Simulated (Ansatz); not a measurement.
GeSe:
```xyz
8
Lattice="11.2165 0.0000 0.0000 0.0000 3.8835 0.0000 0.0000 0.0000 4.5213" Properties=species:S:1:pos:R:3 pbc="T T T"
Ge     1.4283     0.9709     0.5438
Ge     9.7882     2.9127     3.9775
Ge     4.1799     2.9127     2.8044
Ge     7.0366     0.9709     1.7168
Se     9.5649     0.9709     2.2540
Se     1.6516     2.9127     2.2673
Se     7.2599     2.9127     4.5146
Se     3.9566     0.9709     0.0067
```

Relaxed with PBE. Special points in fractions of this cell's reciprocal vectors: Γ (0.000, 0.000, 0.000); X (0.500, 0.000, 0.000); S (0.500, 0.500, 0.000); Y (0.000, 0.500, 0.000); Z (0.000, 0.000, 0.500); U (0.500, 0.000, 0.500); R (0.500, 0.500, 0.500); T (0.000, 0.500, 0.500).

Question: List the band energies nearest the valence-band maximum at these points for DFT-PBE in the program Ansatz with PAW potentials.

Answer: In eV from the valence-band maximum; about four levels below and three above (degenerate sets whole), none deeper than 8.9 eV; points with the same levels are listed once.

```json
[
 {"k": "Γ", "below": "-1.33 -1.02 -0.73 -0.12", "above": "0.86 2.65 2.67 2.68"},
 {"k": "X", "below": "-1.57 -1.57 -0.37 -0.37", "above": "2.30 2.30 2.46 2.46"},
 {"k": "S", "below": "-1.44 -1.44 -1.44 -1.44", "above": "1.52 1.52 1.52 1.52"},
 {"k": "Y", "below": "-1.37 -1.37 -1.14 -1.14", "above": "1.13 1.13 1.37 1.37"},
 {"k": "Z", "below": "-0.87 -0.87 -0.37 -0.37", "above": "1.34 1.34 1.98 1.98"},
 {"k": "U", "below": "-0.56 -0.56 -0.48 -0.48", "above": "1.38 1.38 1.93 1.93"},
 {"k": "R", "below": "-1.39 -1.39 -1.39 -1.39", "above": "2.69 2.69 2.69 2.69"},
 {"k": "T", "below": "-1.96 -1.96 -1.35 -1.35", "above": "2.86 2.86 3.25 3.25"}
]
```

Space group Pnma. The PBE relaxation kept the symmetry of its start. A crystal of weakly bound layers computed without a dispersion correction: the cell and the soft elastic constants depend strongly on that. Scalar-relativistic: spin–orbit coupling is off unless named, which matters more the heavier the elements.

Potentials: the later of the program's two PAW sets.
